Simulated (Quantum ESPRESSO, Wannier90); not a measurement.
**Wannier functions of PbI$_{2}$ (CdI2 type)**

```xyz
3
Lattice="4.6127 0.0000 0.0000 -2.3063 3.9947 0.0000 0.0000 0.0000 7.2570" Properties=species:S:1:pos:R:3 pbc="T T T"
Pb     0.0000     0.0000     0.0000
I     -2.3063     1.3316    -1.8799
I      2.3063    -1.3316     1.8799
```

Materials Project entry mp-22893; symmetrised, unrelaxed at this level. COD (Crystallography Open Database) has the formula in 4 space groups, this one among them (matched by group alone). Level: PBEsol, spinors with spin-orbit coupling; pw.x of Quantum ESPRESSO at 56 Ry with PseudoDojo potentials, 6×6×4 k-points, Wannier90. Density: 12×12×4 mesh, cold smearing 0.01 Ry.

Bands 17-28 form an isolated set from -3.31 to 0.00 eV relative to the valence-band maximum (on the path) and are turned into 12 Wannier functions by minimising the spread from the start: atomic waves I 5p.

Question: Where do the functions sit, how wide are they and what are they made of?

Answer: 
```
functions  spread (Å²)  nearest atom, distance (Å)  second atom, distance (Å)  weight on atomic waves
---------  -----------  --------------------------  -------------------------  ----------------------
8                 3.79                      I 0.30                    Pb 3.09   I 5p 82 %, Pb 6p 14 %
4                 3.11                      I 0.21                    Pb 3.14    I 5p 87 %, Pb 6p 9 %
```

Ω_I = 41.09 Å², Ω_total = 42.79 Å²; the interpolated bands follow pw.x to 2.7 meV rms on the path. Only this start was tried; a symmetric start can stop on a saddle, and mixtures of these functions could lower the total by at most Ω_total − Ω_I.
